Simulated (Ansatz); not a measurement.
HfGe: modes against the lattice constant

Level of theory: Ansatz, DFT PBEsol, scalar-relativistic, plane waves, PAW. Cutoff 420 eV, 12×12×12 k-points (Γ-centred), Fermi-Dirac smearing of 0.15 eV. No spin polarisation. Phonons by linear response, acoustic sum rule imposed.

The cell is fixed (symmetry leaves no force on the atoms) and stands under -1.5 GPa:
```cif
data_structure
_symmetry_space_group_name_H-M 'P 1'
_symmetry_Int_Tables_number 1
_cell_length_a 3.3234
_cell_length_b 3.3234
_cell_length_c 3.3234
_cell_angle_alpha 90.000
_cell_angle_beta 90.000
_cell_angle_gamma 90.000
_cell_volume 36.71
loop_
_atom_site_label
_atom_site_type_symbol
_atom_site_fract_x
_atom_site_fract_y
_atom_site_fract_z
_atom_site_occupancy
Hf1 Hf 0.00000 0.00000 0.00000 1
Ge1 Ge 0.50000 0.50000 0.50000 1
```

The cell is the ideal cubic caesium chloride prototype; whether it is the stable structure of this composition wasn't checked. In a metal, frequencies and elastic constants depend on the k mesh and the smearing, soft modes and shear constants most. Spin–orbit coupling is left out, which can shift energies with elements as heavy as these.

How do the optical zone-centre modes (counted from the lowest optical one, degenerate ones once; i marks imaginary ones) of this metal change over a = 3.273 and 3.323 Å?

## Answers

```csv
a (Å),3.273,3.323
pressure (GPa),4.5,-1.5
mode 1 (cm⁻¹),169,152
```

Cost: 2 runs of about 0.91 core-minutes in all, on Intel Xeon 6975P-C (Granite Rapids) (shared hosts).